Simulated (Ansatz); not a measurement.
Two Ansatz runs on LaB2Rh3

The cell is the one relaxed in the Materials Project (mp-3465), not relaxed further here; entries there can be hypothetical.

First run: DFT, r2SCAN, all-electron PAW with datasets made for the crystal, scalar-relativistic (Ansatz 0.2.0).

Command: `ansatz run input.yaml --threads 2 --pin off --max-ram 6144MiB --backend cpu --events-out ev --progress --plain --runs-dir out` The run took 73 s on 2 threads of Arm Neoverse V1, on a shared host.

```yaml
crystal:
  lattice:
    - [5.4761984907, 0.0, 0.0]
    - [-2.7380992454, 4.7425270091, 0.0]
    - [0.0, 0.0, 3.15612487]
  atoms:
    - { symbol: La, position: [0.0, 0.0, 0.0] }
    - { symbol: B, position: [0.3333333333, 0.6666666667, 0.0] }
    - { symbol: B, position: [0.6666666667, 0.3333333333, 0.0] }
    - { symbol: Rh, position: [0.5, 0.0, 0.5] }
    - { symbol: Rh, position: [0.5, 0.5, 0.5] }
    - { symbol: Rh, position: [0.0, 0.5, 0.5] }
kpoints:
  mp_grid: { grid: [7, 7, 10] }
  band_path:
    path:
      - [0.0, 0.0, 0.0]
      - [0.5, 0.0, 0.0]
      - [0.3333333333, 0.3333333333, 0.0]
      - [0.0, 0.0, 0.0]
      - [0.0, 0.0, 0.5]
      - [0.5, 0.0, 0.5]
      - [0.3333333333, 0.3333333333, 0.5]
      - [0.0, 0.0, 0.5]
      - [0.5, 0.0, 0.5]
    npoints: 8
scf:
  occupations: { method: fermi_dirac, width: 0.03 }
hamiltonian:
  xc: r2scan
  pseudopotentials: { kind: all_electron, datasets: crystal }
output:
  forces: true
  stress: true
  eigenvalues: true
  efg: { contact_densities: true }
```

Result: converged; pressure -0.26 GPa; no gap on the k mesh; 12 SCF iterations.

No spin–orbit coupling, which matters for the heavy atoms here.

The input is then changed:

```diff
@@ -27,4 +27,5 @@
 scf:
   occupations: { method: fermi_dirac, width: 0.03 }
+  algorithm: direct_min
 hamiltonian:
   xc: r2scan
```

Q: Predict the outcome of the changed run.

A: It was refused before any iteration. The program says:
```
Error: hamiltonian.pseudopotentials.datasets: crystal, beside a feature not held to (scf.algorithm: direct_min / scf.convergence.dm_fallback; scf.algorithm: direct_min) — the datasets of this kind: all_electron run are made for its crystal, and no such run has been held to what stands beside, or a reason given rules it out; change each as told or leave it out, or set another kind (and leave the keys of all_electron out)
```
